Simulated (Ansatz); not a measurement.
SiRh:
```xyz
6
Lattice="5.3130 0.0000 0.0000 -2.6565 4.6012 0.0000 0.0000 0.0000 3.8362" Properties=species:S:1:pos:R:3 pbc="T T T"
Rh     2.6565     0.0000     0.0000
Rh     1.3283     2.3006     0.0000
Rh    -1.3283     2.3006     0.0000
Si     0.0000     0.0000     0.0000
Si     0.0000     3.0675     1.9181
Si     2.6565     1.5337     1.9181
```

Relaxed with PBE. Special points in fractions of this cell's reciprocal vectors: Γ (0.000, 0.000, 0.000); M (0.500, 0.000, 0.000); K (0.333, 0.333, 0.000); A (0.000, 0.000, 0.500); L (0.500, 0.000, 0.500); H (0.333, 0.333, 0.500).

### Question
List the band energies nearest the Fermi level at these points for the program Ansatz at the PBE with spin–orbit coupling level (PAW).

### Answer
In eV from the Fermi level; about four levels below and three above (degenerate sets whole), none deeper than 8.9 eV; points with the same levels are listed once.

```json
[
 {"k": "Γ", "below": "-1.23 -1.23 -1.13 -1.13", "above": "0.13 0.13 0.83 0.83"},
 {"k": "M", "below": "-1.44 -1.44 -1.24 -1.24", "above": "0.99 0.99 1.24 1.24"},
 {"k": "K", "below": "-2.10 -2.10 -0.79 -0.79", "above": "1.15 1.15 1.20 1.20"},
 {"k": "A", "below": "-1.22 -1.22 -0.94 -0.94", "above": "0.78 0.78 1.40 1.40"},
 {"k": "L", "below": "-0.87 -0.87 -0.63 -0.63", "above": "0.21 0.21 1.87 1.87"},
 {"k": "H", "below": "-0.79 -0.79 -0.65 -0.65", "above": "0.51 0.51 3.91 3.91"}
]
```

Space group P6/mmm. A made-up cell: these elements were put on the sites of a structure type; neither database checked (COD, Materials Project) lists it. COD files the formula under space group No. 14, so this cell is another polymorph or a model. Its standing as an ambient phase is unchecked. The PBE relaxation kept the symmetry of its start. At this level the phase is dynamically unstable (imaginary phonons). No spin polarisation was allowed.

Potentials: the later of the program's two PAW sets.
